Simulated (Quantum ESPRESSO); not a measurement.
pw.x input (Quantum ESPRESSO 7.5; PBEsol, PseudoDojo standard norm-conserving files, scalar-relativistic):

```
&CONTROL
  calculation = 'scf'
  pseudo_dir = './pseudo'
  outdir = './out'
  tprnfor = .true.
  tstress = .true.
/
&SYSTEM
  ibrav = 0
  nat = 2
  ntyp = 1
  ecutwfc = 82.0
  ecutrho = 328.0
  occupations = 'smearing'
  smearing = 'fd'
  degauss = 0.005
  nbnd = 23
/
&ELECTRONS
  conv_thr = 2e-10
/
ATOMIC_SPECIES
Ag 107.8682 Ag.upf
CELL_PARAMETERS angstrom
  2.922299984000   0.000000000000   0.000000000000
 -1.461149992000   2.530786023000   0.000000000000
  0.000000000000   0.000000000000   4.701660000000
ATOMIC_POSITIONS crystal
Ag   0.333333333000   0.666666667000   0.250000000000
Ag   0.666666667000   0.333333333000   0.750000000000
K_POINTS automatic
18 18 10 0 0 0
```

End of the output:

```
     total energy              =    -619.59074662 Ry
     estimated scf accuracy    <       0.00000003 Ry
     total energy              =    -619.59074664 Ry
     estimated scf accuracy    <          1.7E-09 Ry
     total energy              =    -619.59074664 Ry
     estimated scf accuracy    <          7.2E-10 Ry
[...]
     the Fermi energy is    16.7699 ev
!    total energy              =    -619.59074664 Ry
     estimated scf accuracy    <          7.4E-11 Ry
     smearing contrib. (-TS)   =      -0.00072529 Ry
     internal energy E=F+TS    =    -619.59002135 Ry
     The total energy is F=E-TS. E is the sum of the following terms:
     one-electron contribution =    -244.96852039 Ry
     hartree contribution      =     143.30700575 Ry
     xc contribution           =     -91.99277271 Ry
     ewald contribution        =    -425.93573401 Ry
     convergence has been achieved in   9 iterations
     Forces acting on atoms (cartesian axes, Ry/au):
     atom    1 type  1   force =    -0.00000000    0.00000000    0.00000000
     atom    2 type  1   force =     0.00000000    0.00000000    0.00000000
     Total force =     0.000000     Total SCF correction =     0.000000
     Computing stress (Cartesian axis) and pressure
          total   stress  (Ry/bohr**3)                   (kbar)     P=      -44.08
  -0.00033475   0.00000000   0.00000000          -49.24        0.00        0.00
   0.00000000  -0.00033475   0.00000000            0.00      -49.24        0.00
   0.00000000   0.00000000  -0.00022953            0.00        0.00      -33.76
```

Spin-orbit coupling is not included.

Geometry of the Materials Project entry, not relaxed at this level.
